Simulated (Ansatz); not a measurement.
Si (diamond, Fd-3m), plane-wave PAW LDA (Ansatz code). The conduction-band minimum lies on the Γ–X line, 84 % of the way from Γ, with 6 equivalent valleys. Second derivatives d²E/dk² of the lowest band at one valley (eV·Å²), along Cartesian directions:

```csv
direction,d²E/dk²
[100],8.030
[010],40.55
[001],40.55
[110],24.30
[101],24.30
[011],40.35
```

Question: Find the principal effective masses, the density-of-states mass and the conductivity mass.

Answer: Off-diagonal terms follow from H_xy = H[110] − (H_xx + H_yy)/2, and m*/mₑ = 7.620 eV·Å² over each eigenvalue: 0.19, 0.19, 0.95. One valley's DOS mass (m₁m₂m₃)^(1/3) = 0.32, conductivity mass 3/(Σ 1/mᵢ) = 0.26 mₑ.

Question: What effective density of states Nc follows at 300 K for parabolic valleys?

Answer: Nc = 2.509e19 × 6 × (0.32)^(3/2) ≈ 2.7e19 cm⁻³.

Question: With the computed static dielectric constant 13.3 (mean of the diagonal), estimate a hydrogenic donor's binding energy and radius.

Answer: E = 13.606 eV × 0.26/13.3² ≈ 20 meV; a = 0.529 Å × ε/m* ≈ 27 Å. Semilocal masses tend to be too small where the gap is.

The cell was relaxed with LDA under the symmetry of its start; phonons on a q-mesh show no instability.

Potentials: the earlier of the program's two PAW sets.
